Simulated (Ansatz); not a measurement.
## Density of states of PIr

```cif
data_structure
_symmetry_space_group_name_H-M 'Fm-3m'
_symmetry_Int_Tables_number 225
_cell_length_a 4.9296
_cell_length_b 4.9296
_cell_length_c 4.9296
_cell_angle_alpha 90.000
_cell_angle_beta 90.000
_cell_angle_gamma 90.000
_cell_volume 119.79
loop_
_atom_site_label
_atom_site_type_symbol
_atom_site_symmetry_multiplicity
_atom_site_Wyckoff_symbol
_atom_site_fract_x
_atom_site_fract_y
_atom_site_fract_z
_atom_site_occupancy
Ir1 Ir 4 a 0.00000 0.00000 0.00000 1
P1 P 4 b 0.50000 0.00000 0.00000 1
```

The runs use the primitive cell with vectors (0.000, 2.465, 2.465), (2.465, 0.000, 2.465), (2.465, 2.465, 0.000) Å, to which the k mesh refers.

The cell was built from the rocksalt type and relaxed in the same program, and has space group Fm-3m; it needn't be a known or the stable phase.

Spin–orbit coupling is left out, though it moves levels of the heavy atoms by tenths of an eV or more.

Level of theory: DFT, PBE, all-electron LAPW, scalar-relativistic (Ansatz 0.2.0).

Numerical set-up: a Γ-centred 13×13×13 k mesh, Fermi–Dirac smearing of 0.05 eV, basis error target 0.5 meV/atom, no spin polarisation.

Question: Which of the resolved shells contributes most within 0.3 eV of the Fermi level?

Answer: Ir 5d, with 54 % of all states there; P 3p follows with 29 %.

Question: Where is the centre of the filled Ir 5d states between -14 eV and the top of the filled states?

Answer: -3.03 eV from the Fermi level.

Question: Tabulate the density of states.

Answer: States per eV and cell, averaged over 0.6 eV, from -13.0 to 6.0 eV, with energies (bin centres) from the Fermi level; empty bins are left out. The partial columns, the largest 3 alone, are projections on Löwdin-orthogonalised atomic shells (those that the program's projection atoms carry: the occupied ones and, for some elements, an empty d or f shell; other empty shells have no column), summed over atoms of an element. Weights on diffuse s and p shells depend on that basis and aren't pure angular character.
| E (eV) | total | Ir 5d | P 3p | P 3s |
| --- | --- | --- | --- | --- |
| -12.8 | 0.28 | 0.00 | 0.02 | 0.15 |
| -12.2 | 0.45 | 0.02 | 0.03 | 0.28 |
| -11.6 | 1.05 | 0.16 | 0.04 | 0.73 |
| -11.0 | 1.36 | 0.23 | 0.02 | 1.06 |
| -8.0 | 0.08 | 0.02 | 0.04 | 0.00 |
| -7.4 | 0.40 | 0.09 | 0.22 | 0.02 |
| -6.8 | 0.95 | 0.27 | 0.51 | 0.04 |
| -6.2 | 1.08 | 0.33 | 0.60 | 0.04 |
| -5.6 | 1.11 | 0.42 | 0.63 | 0.02 |
| -5.0 | 3.79 | 2.09 | 1.60 | 0.03 |
| -4.4 | 1.60 | 1.04 | 0.51 | 0.01 |
| -3.8 | 0.75 | 0.51 | 0.21 | 0.00 |
| -3.2 | 0.40 | 0.30 | 0.09 | 0.00 |
| -2.6 | 1.09 | 0.87 | 0.17 | 0.01 |
| -2.0 | 1.87 | 1.51 | 0.25 | 0.02 |
| -1.4 | 2.91 | 2.63 | 0.14 | 0.03 |
| -0.8 | 2.34 | 1.85 | 0.20 | 0.05 |
| -0.2 | 1.87 | 1.13 | 0.40 | 0.12 |
| 0.4 | 0.93 | 0.44 | 0.35 | 0.04 |
| 1.0 | 1.27 | 0.53 | 0.57 | 0.05 |
| 1.6 | 0.87 | 0.34 | 0.38 | 0.05 |
| 2.2 | 0.74 | 0.27 | 0.32 | 0.04 |
| 2.8 | 0.72 | 0.25 | 0.30 | 0.05 |
| 3.4 | 0.77 | 0.25 | 0.29 | 0.07 |
| 4.0 | 0.74 | 0.20 | 0.27 | 0.05 |
| 4.6 | 0.66 | 0.15 | 0.23 | 0.03 |
| 5.2 | 0.49 | 0.08 | 0.14 | 0.02 |
| 5.8 | 0.88 | 0.09 | 0.18 | 0.02 |
